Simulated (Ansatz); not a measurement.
A relaxed structure of In. These are PBE (plane waves to 420 eV, PAW, scalar-relativistic; Ansatz, a program for electronic structure) values and carry that method's errors.

```
CELL_PARAMETERS angstrom
     -1.72621     1.72621     2.30347
      1.72621    -1.72621     2.30347
      1.72621     1.72621    -2.30347
ATOMIC_POSITIONS crystal
  In 0.00000 0.00000 0.00000
```

Determine the symmetry and give the standard cell with its independent sites.

Space group I4/mmm (No. 139); a = b = 3.452 Å, c = 4.607 Å, α = β = γ = 90.00°

```
atom  site  symmetry       x       y       z
----  ----  --------  ------  ------  ------
In      2a     4/mmm  0.0000  0.0000  0.0000
```

Give the shortest distances between elements (the closest pairs, up to four, under 3.6 Å).

In–In 3.36 Å.

The volume per atom is 27.46 Å³ and the band gap comes out as no gap (metallic).

No spin polarisation in the result.

The run could not lose the symmetry of its start; a randomly shaken copy of 2 atoms returns to this structure.
